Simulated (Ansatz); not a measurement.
## I: do energies and stresses tell the same story?

Theory: DFT PBEsol, scalar-relativistic, plane waves, PAW (Ansatz).

Plane waves to 420 eV, a k mesh through Γ of 8×8×4 on the computed 4-atom cell and Gaussian smearing (0.02 eV); no spin polarisation.

Relaxed cell: Cmce, a = 7.515 Å, b = 4.385 Å, c = 9.639 Å, α = 90.00°, β = 90.00°, γ = 90.00°, 4 atoms in the primitive cell.

Energies at zero smearing and pressures from the stress tensor, at volumes with shape and atoms relaxed:
```
V (Å³/atom) E − E(first) (meV/atom) P (GPa)
     37.321                     0.00    0.713
     38.512                    -3.66    0.302
     39.703                    -4.68   -0.004
     40.894                    -3.78   -0.232
     42.085                    -1.60   -0.356
```

Task: Check P = −dE/dV between neighbouring volumes, and get the bulk modulus from the pressures alone.

Result: With 1 eV/Å³ = 160.2 GPa:
| middle V (Å³/atom) | −ΔE/ΔV (GPa) | mean P (GPa) |
| --- | --- | --- |
| 37.916 | 0.492 | 0.508 |
| 39.107 | 0.138 | 0.149 |
| 40.298 | -0.122 | -0.118 |
| 41.489 | -0.293 | -0.294 |

The two differ by 0.015 GPa at most. The mean of two end pressures misses the average over a step by about ΔV² P″/12, up to 0.011 GPa here; with that taken off 0.012 GPa remains. Around V = 39.703 Å³/atom, the two neighbours give B = −V ΔP/ΔV = 39.703 × 0.533 / 2.382 = 8.9 GPa, against B0 = 8.5 GPa from the Birch–Murnaghan fit of the energies, which describes these points poorly (B0' = 10.8).

 The cell holds layers, and where no dispersion correction was added their binding is poorly described.

Cost: 6 runs of about 15 core-minutes in all, on Arm Neoverse V1 (shared hosts).